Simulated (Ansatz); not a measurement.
## NaCl: computed property card

NaCl:
```cif
data_ClNa
_chemical_formula_sum 'Na1 Cl1'
_space_group_name_H-M_alt 'Pm-3m'
_space_group_IT_number 221
_space_group_name_Hall '-P 4 2 3'
_cell_length_a 3.48206
_cell_length_b 3.48206
_cell_length_c 3.48206
_cell_angle_alpha 90.000
_cell_angle_beta 90.000
_cell_angle_gamma 90.000
loop_
_atom_site_label
_atom_site_type_symbol
_atom_site_symmetry_multiplicity
_atom_site_Wyckoff_symbol
_atom_site_fract_x
_atom_site_fract_y
_atom_site_fract_z
_atom_site_occupancy
Na1 Na 1 a 0.00000 0.00000 0.00000 1
Cl1 Cl 1 b 0.50000 0.50000 0.50000 1
```

Space group Pm-3m (No. 221), CsCl type; conventional cell a = b = c = 3.482 Å, α = β = γ = 90.00°.

Method: HSE06 (plane waves, PAW; program Ansatz). The cell and atoms are relaxed at this level. Other levels are named where they apply.

### Cell and energy

- Volume per atom = 21.11 Å³
- Density = 2.30 g/cm³

### Electronic structure

* **Band gap**: 5.36 eV (indirect)
* **Valence-band maximum**: at M
* **Conduction-band minimum**: at Γ
* **Smallest direct gap on the standard path**: 5.90 eV

### Mechanics

- Bulk modulus (Birch–Murnaghan fit) = 27.1 GPa
- Pressure derivative B′ = 4.7

### Charges

* **Bader charges**: Na +0.89, Cl -0.89 e

This is a known high-pressure phase of the composition, computed here at zero pressure and temperature. The cell was relaxed with HSE06 under the symmetry of its start; its stability against distortions is not shown here. The hybrid was solved on a coarse mesh, the path and, where they were found, the r²SCAN edge points; its band edges are the extreme levels among these.

Potentials: the earlier of the program's two PAW sets. The files were generated under PBE; for other functionals the program regenerates the frozen cores, and for LDA and PBEsol the local potential too.
